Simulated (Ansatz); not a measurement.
Input and command of a plane-wave DFT calculation in Ansatz:

```yaml
crystal:
  lattice:
    - [3.8388190863, 0.0, 0.0]
    - [-1.9194095431, 3.3245148493, 0.0]
    - [0.0, 0.0, 6.0109858297]
  atoms:
    - { symbol: Sn, position: [0.0, 0.0, 0.0] }
    - { symbol: Se, position: [0.3333333333, 0.6666666667, 0.2651136447] }
    - { symbol: Se, position: [0.6666666667, 0.3333333333, 0.7348863553] }
basis:
  ecutwfc: 420
kpoints:
  mp_grid: { grid: [12, 12, 6] }
  band_path:
    path:
      - [[0.0, 0.0, 0.0], [0.5, 0.0, 0.0], [0.33333333, 0.33333333, 0.0], [0.0, 0.0, 0.0], [0.0, 0.0, 0.5], [0.5, 0.0, 0.5], [0.33333333, 0.33333333, 0.5], [0.0, 0.0, 0.5]]
      - [[0.5, 0.0, 0.5], [0.5, 0.0, 0.0]]
      - [[0.33333333, 0.33333333, 0.5], [0.33333333, 0.33333333, 0.0]]
    npoints: 14
hamiltonian:
  xc: pbe
  dispersion: d3bj
scf:
  occupations: { method: gaussian, width: 0.02 }
  n_extra_bands: 7
output:
  forces: true
  stress: true
  eigenvalues: true
  populations: true
  dos: { projected: true, de: 0.02, nscf_kmesh: { grid: [18, 18, 9] } }
  bader: true
  write_density: true
  write_potential: true
  elf: true
  volumetric_format: npy
```

```bash
ansatz run input.yaml --threads 1 --pin off --max-ram 2560MiB --backend cpu --events-out ev --progress --plain --runs-dir out
```

Processor: Intel(R) Xeon(R) 6975P-C (Granite Rapids), 1 thread, on a host shared with other jobs.

How long does it run, and how much memory does it take?

About 38 s on 1 thread of Intel(R) Xeon(R) 6975P-C (Granite Rapids), with other jobs on the host, peak memory 0.65 GiB. It solves 30 bands at 100 k points (the mesh reduced by the symmetry that the task leaves, which can be less than the crystal's) with about 1485 plane waves, in 6 SCF iterations.
